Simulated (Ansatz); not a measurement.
Relaxation of a relaxed Y cell displaced along its unstable phonon at q = (½, 0, 0) of its primitive reciprocal cell (50i cm⁻¹), largest move 0.15 Å; 2 atoms in the cell, which starts as Cmcm (No. 63), oS4; a = 4.0667 Å, b = c = 5.7512 Å, α = β = γ = 90.00°. Computed with r2SCAN (plane waves to 500 eV, PAW, scalar-relativistic; Ansatz, an electronic-structure program). Γ-centred k-mesh 11×11×11 on the run's cell (coarser than for final values), Fermi–Dirac smearing 0.05 eV. This is the first round of the run. 

The optimiser's lines from the output (shortened; P is positive under compression):

```
relax step   1: F+E_penalty+E_count = -7719.25291800 eV  Δ(F+E_penalty+E_count) = +0.000e0 eV  max|allowed force component| = 8.568e-2 eV/Å  Δτ_max = 0.0000 Å  P = -0.047 GPa  Ω = 67.257 Å³  (6 SCF iters, dr2 threshold 1.00e-7 eV, accepted)
relax step   2: F+E_penalty+E_count = -7719.28745717 eV  Δ(F+E_penalty+E_count) = -3.454e-2 eV  max|allowed force component| = 1.196e-1 eV/Å  Δτ_max = 0.0629 Å  P = -0.150 GPa  Ω = 67.236 Å³  (6 SCF iters, dr2 threshold 2.00e-7 eV, accepted)
relax step   3: F+E_penalty+E_count = -7719.39258177 eV  Δ(F+E_penalty+E_count) = -1.051e-1 eV  max|allowed force component| = 1.170e-2 eV/Å  Δτ_max = 0.1949 Å  P = +0.143 GPa  Ω = 66.748 Å³  (9 SCF iters, dr2 threshold 2.00e-7 eV, accepted)
relax step   4: F+E_penalty+E_count = -7719.42606323 eV  Δ(F+E_penalty+E_count) = -3.348e-2 eV  max|allowed force component| = 4.705e-2 eV/Å  Δτ_max = 0.0497 Å  P = +0.238 GPa  Ω = 66.566 Å³  (8 SCF iters, dr2 threshold 2.00e-7 eV, accepted)
relax step   5: F+E_penalty+E_count = -7719.42101217 eV  Δ(F+E_penalty+E_count) = +5.051e-3 eV  max|allowed force component| = 8.640e-2 eV/Å  Δτ_max = 0.0698 Å  P = -0.443 GPa  Ω = 67.698 Å³  (7 SCF iters, dr2 threshold 2.00e-7 eV, rejected (line search))
relax step   6: F+E_penalty+E_count = -7719.42837701 eV  Δ(F+E_penalty+E_count) = -2.314e-3 eV  max|allowed force component| = 1.383e-3 eV/Å  Δτ_max = 0.0210 Å  P = -0.010 GPa  Ω = 66.969 Å³  (10 SCF iters, accepted)
relax step   7: F+E_penalty+E_count = -7719.42838708 eV  Δ(F+E_penalty+E_count) = -1.006e-5 eV  max|allowed force component| = 5.246e-5 eV/Å  Δτ_max = 0.0005 Å  P = -0.002 GPa  Ω = 66.951 Å³  (5 SCF iters, dr2 threshold 4.33e-9 eV, accepted)
relax step   8: F+E_penalty+E_count = -7719.42900628 eV  Δ(F+E_penalty+E_count) = -6.192e-4 eV  max|allowed force component| = 3.966e-6 eV/Å  Δτ_max = 0.0000 Å  P = +0.001 GPa  Ω = 66.951 Å³  stress off target by 1.53e-2 GPa  SCF on the basis re-selected at this cell (its energy is not comparable with the rows above)  (7 SCF iters)
```

From the first to the last row the energy changes by -0.09 eV/atom and the volume by -0.5 %. The last row is marked as not comparable with the walk above it, whose basis was carried along; it does compare with step 1, since both stand on a basis selected at the nominal cutoff for their own cell.

Step 5 was rejected by the optimiser.

Later rounds, restarted from the end of this one on a renewed k-mesh, logged 3 more steps and released under 0.01 eV/atom more. The final structure after all rounds: P6₃/mmc (No. 194), hP2, hcp (Mg type); a = b = 3.682 Å, c = 5.699 Å, α = β = 90.00°, γ = 120.00°. Between re-selections the logged energies stand on a plane-wave basis carried along with the cell. No spin polarisation in the result.

The run could not lose the symmetry of its start.

Of the parent cell (Im-3m (No. 229)): This is a known allotrope of Y, reached from a generated start. Known forms of Y include space group No. 194.
